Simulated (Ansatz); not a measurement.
# SiSnO$_{3}$: computed property card

SiSnO$_{3}$:
```yaml
crystal:
  lattice:
    - [3.46536, 0.00000, 0.00000]
    - [0.00000, 3.46536, 0.00000]
    - [0.00000, 0.00000, 4.73425]
  atoms:
    - { symbol: Si, position: [0.50000, 0.50000, 0.49124] }
    - { symbol: Sn, position: [0.00000, 0.00000, 0.02106] }
    - { symbol: O, position: [0.50000, 0.50000, 0.83241] }
    - { symbol: O, position: [0.50000, 0.00000, 0.38064] }
    - { symbol: O, position: [0.00000, 0.50000, 0.38064] }
```

Space group P4mm (No. 99); conventional cell a = b = 3.4654 Å, c = 4.7343 Å, α = β = γ = 90.00°.

Method: r²SCAN (plane waves, PAW; program Ansatz). The cell and atoms are relaxed at this level. Other levels are named where they apply.

**Cell and energy**

```
Quantity                                                       Value
-----------------------------------------------------  -------------
Volume per atom                                             11.37 Å³
Density                                                   5.69 g/cm³
Formation energy from the elements (no fitted shifts)  -1.94 eV/atom
```

**Electronic structure**

```
Quantity                                                                          Result
------------------------------------------------  --------------------------------------
Band gap                                                              1.31 eV (indirect)
Valence-band maximum                                                                at X
Conduction-band minimum                                                             at Γ
Smallest direct gap on the standard path                                         1.92 eV
Electron effective mass                           0.39, 0.39, 0.87 mₑ (principal values)
Electron effective mass with spin–orbit coupling  0.39, 0.39, 0.87 mₑ (principal values)
Hole effective mass                                0.20, 0.67, 1.5 mₑ (principal values)
HSE06 gap on the r²SCAN cell                                                     1.88 eV
Gap with spin–orbit coupling                                                     1.30 eV
```

**Mechanics**

```
Property                             Result
----------------------------------  -------
Bulk modulus (Birch–Murnaghan fit)  101 GPa
Pressure derivative B′                  4.1
```

**Charges**

```
Item                                            Value
-------------  --------------------------------------
Bader charges  Si +3.30, Sn +1.49, O -1.60 to -1.58 e
```

A made-up cell: these elements were put on the sites of a structure type; neither database checked (COD, Materials Project) lists it. Whether it is the stable phase at ambient conditions was not checked. Symmetry was held in the r²SCAN relaxation; whether a distortion lowers the energy is not shown. The references are the lowest solids computed at this level, not always the standard phases (solids in place of the gases). Scalar-relativistic: spin–orbit coupling is off unless named, which matters more the heavier the elements.

Potentials: the later of the program's two PAW sets.
